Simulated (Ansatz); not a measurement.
Relaxed-ion elastic tensor of TiAl in space group R-3m (No. 166; Al on 3a, Ti on 3b) in GPa (Voigt order), r²SCAN (plane waves, PAW; program Ansatz); density 3.74 g/cm³, 16.61 Å³ per atom.

```
  166   81.0   66.8  -74.0    0.0    0.0
 81.0    166   66.8   74.0    0.0    0.0
 66.8   66.8    237    0.0    0.0    0.0
-74.0   74.0    0.0   24.2    0.0    0.0
  0.0    0.0    0.0    0.0   24.2  -74.0
  0.0    0.0    0.0    0.0  -74.0   42.3
```

**Question.** Is the crystal mechanically stable?

**Answer.** No: the smallest eigenvalue of C is -54.5 GPa.

The cell is a constructed one: a structure type filled with these elements; neither database checked (COD, Materials Project) lists it. It is not the phase usual at ambient conditions (space group No. 123). The r²SCAN relaxation kept the symmetry of its start. At this level the phase is mechanically unstable. No spin polarisation was allowed. As this level gives no gap, shear constants depend on the k-mesh and smearing (Fermi–Dirac, 0.1 eV here).

Potentials: the later of the program's two PAW sets.
